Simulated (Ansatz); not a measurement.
Mg₃Sb₂ (A-La2O3 type, space group P-3m1)

```
CELL_PARAMETERS angstrom
      4.59592     0.00000     0.00000
     -2.29796     3.98018     0.00000
      0.00000     0.00000     7.27158
ATOMIC_POSITIONS crystal
  Sb 0.33333 0.66667 0.22580
  Sb 0.66667 0.33333 0.77420
  Mg 0.00000 0.00000 0.00000
  Mg 0.33333 0.66667 0.63237
  Mg 0.66667 0.33333 0.36763
```

The slice is a (0001) plane (indices of the conventional cell) through the point (0.000, 0.000, 0.000) (fractional), spanned by u = [110] and v = [1 -1 0] in vectors of this cell: u (4.60 Å) and v (7.96 Å, at 90° to u). It covers one period; positions are fractions (u, v).

All values below come from PBE (plane waves to 420 eV, PAW, scalar-relativistic; Ansatz, a program for electronic structure). k mesh 12×12×7. Inside the PAW spheres the values are not all-electron values, and peaks at nuclei hang on which shells count as valence. Mg3Sb2 was relaxed with its symmetry unable to fall. Spin-orbit coupling is left out, though Sb is heavy.

Question: Predict the map of the valence electron density on the slice.

Answer: 
```tsv
v \ u	0.00	0.12	0.25	0.38	0.50	0.62	0.75	0.88
0.93	0.4	-0.7	-1.1	-1.1	-1.1	-1.1	-1.1	-0.7
0.86	-1.1	-1.1	-1.1	-1.1	-1.0	-1.1	-1.1	-1.1
0.79	-1.1	-1.2	-1.2	-1.1	-1.0	-1.1	-1.2	-1.2
0.71	-1.0	-1.1	-1.2	-1.2	-1.1	-1.2	-1.2	-1.1
0.64	-1.0	-1.1	-1.1	-1.1	-1.1	-1.1	-1.1	-1.1
0.57	-1.1	-1.1	-1.1	-0.7	0.4	-0.7	-1.1	-1.1
0.50	-1.2	-1.2	-1.1	0.3	1.5	0.3	-1.1	-1.2
0.43	-1.1	-1.1	-1.1	-0.7	0.4	-0.7	-1.1	-1.1
0.36	-1.0	-1.1	-1.1	-1.1	-1.1	-1.1	-1.1	-1.1
0.29	-1.0	-1.1	-1.2	-1.2	-1.1	-1.2	-1.2	-1.1
0.21	-1.1	-1.2	-1.2	-1.1	-1.0	-1.1	-1.2	-1.2
0.14	-1.1	-1.1	-1.1	-1.1	-1.0	-1.1	-1.1	-1.1
0.07	0.4	-0.7	-1.1	-1.1	-1.1	-1.1	-1.1	-0.7
0.00	1.5	0.3	-1.1	-1.2	-1.2	-1.2	-1.1	0.3
```

Values: log₁₀ of the valence density in e/Å³. The scale is logarithmic, as a density can span decades between atoms and voids.
